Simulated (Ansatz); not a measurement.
Simulated powder pattern, Fe Kα, λ = 1.93735 Å (kinematic, ideal powder, no thermal factors, no anomalous dispersion; the 30 strongest lines at most, above 1 %, up to 2θ = 90°):

| 2θ (°) | d (Å) | I/Imax (%) |
|---|---|---|
| 42.99 | 2.644 | 100 |
| 62.42 | 1.869 | 68 |
| 78.79 | 1.526 | 24 |

The pattern belongs to a structure relaxed with the program Ansatz at the PBEsol level (PAW).

Task: Which of these materials gives this?
(A) ZrRu, rock salt
(B) AlPt, rock salt
(C) LaC, rock salt
(D) AlRu2C, P6_3/mmc (Al on 2d, Ru on 4f, C on 2a)

Result: A, ZrRu, rock salt

Task: Give the lattice parameters.

Result: a = 5.287 Å.

Space group Fm-3m (rock salt). The start of the workflow was typed in or built on a structure type; neither database checked (COD, Materials Project) lists it. COD files the formula under space group No. 221, so this cell is another polymorph or a model. Whether it is the stable phase at ambient conditions was not checked. Symmetry was held in the PBEsol relaxation. At this level the phase is mechanically unstable. The run is not spin-polarised.

Potentials: the earlier of the program's two PAW sets.
